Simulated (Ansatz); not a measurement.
An Ansatz (a first-principles code) run. Input:

Ansatz 0.2 input:
```yaml
crystal:
  lattice:
    - [4.1830432955, 0.0, 0.0]
    - [0.0, 4.1830432955, 0.0]
    - [0.0, 0.0, 5.9691328114]
  atoms:
    - { symbol: Ga, position: [0.5, 0.0, 0.7250078414] }
    - { symbol: Ga, position: [0.0, 0.5, 0.2749921586] }
    - { symbol: Bi, position: [0.0, 0.0, 0.0] }
    - { symbol: As, position: [0.5, 0.5, 0.5] }
kpoints:
  mp_grid: { grid: [10, 10, 7] }
hamiltonian:
  xc: lda
  pseudopotentials: { kind: paw }
scf:
  occupations: { method: fermi_dirac, width: 0.1 }
phonons:
  method: dfpt
  response_accuracy: low
  eigenvectors: true
  rigid_motions: translations
```

Output (shortened):

```
Pseudopotential: Ga, paw, valence charge 13
Pseudopotential: Bi, paw, valence charge 15
Pseudopotential: As, paw, valence charge 15
Functional definition: SPW92
Crystal: 4 atoms, lattice volume = 104.447 Å³
Basis set: ecut = 420 eV, 2003 PW (Γ), exchange–correlation on 60×60×80 points (8 copies of the dense FFT grid, shifted against one another)
Bands: 34, of which v1, the nominal top of the filled ones, is band 28 counted from 1 (27 counted from 0)
Symmetry: 8 space group operations
k-points: 144 of 700 (irreducible under 4 space group operations, time reversal used)
SCF iter   1: F=—  HF=-24273.803361 eV  |F-HF|=—  |Δ(HF+E_count)|=         —  Δρ=4.98e-3  dr2=1.96e-2  ethr=1.77e-3  ⟨swp⟩=6.2  Hψ=21669  notcnv=0
preconditioner: auto → Kerker (q_TF=auto, 2.459 Å⁻¹)
SCF iter   2: F=—  HF=-24273.799048 eV  |F-HF|=—  |Δ(HF+E_count)|=   4.31e-3  Δρ=2.62e-3  dr2=6.88e-3  ethr=3.49e-5  ⟨swp⟩=2.0  Hψ=9713  notcnv=0
SCF iter   3: F=—  HF=-24273.797912 eV  |F-HF|=—  |Δ(HF+E_count)|=   1.14e-3  Δρ=8.59e-4  dr2=7.94e-4  ethr=1.23e-5  ⟨swp⟩=3.0  Hψ=7810  notcnv=0
SCF iter   4: F=—  HF=-24273.797595 eV  |F-HF|=—  |Δ(HF+E_count)|=   3.18e-4  Δρ=3.47e-4  dr2=1.89e-4  ethr=1.42e-6  ⟨swp⟩=2.0  Hψ=6769  notcnv=0
SCF iter   5: F=—  HF=-24273.797588 eV  |F-HF|=—  |Δ(HF+E_count)|=   6.51e-6  Δρ=1.42e-4  dr2=4.07e-5  ethr=3.37e-7  ⟨swp⟩=2.0  Hψ=7365  notcnv=0
SCF iter   6: F=—  HF=-24273.797589 eV  |F-HF|=—  |Δ(HF+E_count)|=   9.63e-7  Δρ=5.06e-5  dr2=4.88e-6  ethr=7.26e-8  ⟨swp⟩=2.0  Hψ=8842  notcnv=0
SCF iter   7: F=—  HF=-24273.797589 eV  |F-HF|=—  |Δ(HF+E_count)|=   5.10e-7  Δρ=1.33e-5  dr2=4.43e-7  ethr=8.71e-9  ⟨swp⟩=2.0  Hψ=8928  notcnv=0
SCF iter   8: F=—  HF=-24273.797588 eV  |F-HF|=—  |Δ(HF+E_count)|=   1.53e-7  Δρ=5.53e-6  dr2=9.93e-8  ethr=7.90e-10  ⟨swp⟩=2.0  Hψ=8923  notcnv=0
SCF iter  13: F=-24273.797588 eV  HF=-24273.797588 eV  |F-HF|=3.64e-12  |Δ(HF+E_count)|=  3.64e-12  Δρ=5.71e-8  dr2=3.88e-12  ethr=1.00e-12  ⟨swp⟩=6.1  Hψ=21584  notcnv=0
SCF 1 converged in 13 iterations: F = -24273.797588 eV  dr2 = 3.88e-12
DFPT response loops at Γ: preconditioner auto → Kerker (q_TF=auto, 2.459 Å⁻¹) (partly filled bands, converged f_vac=0.067) …
SCF converged after 13 iterations
Free energy (F): -24273.797588 eV
Harris-Foulkes:  -24273.797588 eV  (|F-HF|=3.64e-12)
Internal energy: -24273.787690 eV  (E = F + TS)
E sigma→0 (E₀):  -24273.792639 eV
Entropy (-TS):   -0.009898 eV (-2.475 meV/atom)
Fermi energy:    8.277970 eV
--- Per-component energies (eV) ---
  E_band       = -514.911818
  E_kinetic    = 641.434195
  E_local      = -7808.333710  (includes V_loc(G=0)·N_el)
  E_nonlocal   = 748.638410
  E_hartree    = 3566.113963
  E_xc         = -367.030521
  E_vxc        = -341.427712  (∫ρ·V_xc dr)
  E_paw        = -15931.112984  (= ΣΔE_a)
  E_vpaw       = -887.450181  (= ΣTr[D̂ρ^β])
  E_aug_tail   = -0.000789  (compensation charges beyond the density's cutoff)
  E_ewald      = -5129.023558
  E_core_change = 5.527305  (= ΣΔE_core)
  E_smearing   = -0.009898  (= −TS)
  E_closure    = 0.000000  (closes the sum)
  Σ components = -24273.797588   (vs F -24273.797588, Δ=0.00e0)
  [band-id]    e_kinetic+e_local+e_nonlocal+2·e_hartree+e_vxc+e_vpaw+e_augmentation_tail = -514.911862   (vs E_band -514.911818, Δ=-4.36e-5)
--- Band table (eV; the first three rows and the last of 144) ---
  k-point 0: bands = ["-27.6375", "-27.6271", "-27.6256", "-27.6256", "-27.6159", "-14.2200", "-14.2184", "-14.2184", "-14.1840", "-14.1492", "-7.1159", "-7.0277", "-7.0277", "-7.0264", "-6.9882", "-6.9882", "-6.9866", "-6.9694", "-6.9664", "-6.9615", …
  k-point 1: bands = ["-27.6375", "-27.6271", "-27.6256", "-27.6256", "-27.6159", "-14.2200", "-14.2184", "-14.2184", "-14.1839", "-14.1492", "-7.1128", "-7.0312", "-7.0259", "-7.0259", "-6.9901", "-6.9901", "-6.9863", "-6.9697", "-6.9672", "-6.9607", …
  k-point 2: bands = ["-27.6375", "-27.6271", "-27.6256", "-27.6256", "-27.6159", "-14.2200", "-14.2184", "-14.2184", "-14.1838", "-14.1492", "-7.1042", "-7.0435", "-7.0210", "-7.0210", "-6.9955", "-6.9955", "-6.9845", "-6.9712", "-6.9685", "-6.9594", …
  k-point 143: bands = ["-27.6363", "-27.6274", "-27.6259", "-27.6259", "-27.6154", "-14.2267", "-14.2267", "-14.1771", "-14.1663", "-14.1634", "-7.1165", "-7.1044", "-7.0119", "-6.9989", "-6.9989", "-6.9904", "-6.9730", "-6.9730", "-6.9687", "-6.9687", …
--- Phonons (Γ-DFPT): 7 representative perturbations + reference, on 144 of 700 k-points (Σ response iterations 21) ---
  ASR residual: 9.384e-4 → 0.000e0 eV/Å²; symmetrization residual: 1.330e-4 eV/Å²
  ASR residual per site (eV/Å²): 5.41e-4 5.41e-4 9.38e-4 6.15e-4
  Γ frequencies (cm⁻¹): 0.00 0.00 0.00 45.91 45.91 152.80 196.63 196.63 207.79 228.37 229.40 229.40
  non-analytic LO–TO correction: not included (Born effective charges unavailable; polar crystals: no LO–TO splitting at Γ)
```

Cost: around 7 core-minutes (rough) on shared cores.

Space group P-4m2. The first step of the workflow began from a Materials Project structure, measured or hypothetical; the Crystallography Open Database copy checked does not list it. Its standing as an ambient phase is unchecked. Symmetry was held in the LDA relaxation; of distortions, only those at the zone centre were tested. A small band overlap can be real or an error of a semilocal functional. As this level gives no gap, phonon frequencies hold no LO–TO term and depend on the k-mesh and smearing (Fermi–Dirac, 0.1 eV here). Spin–orbit coupling is left out wherever it is not named.

Potentials: the later of the program's two PAW sets.

Ansatz is a plane-wave DFT program.
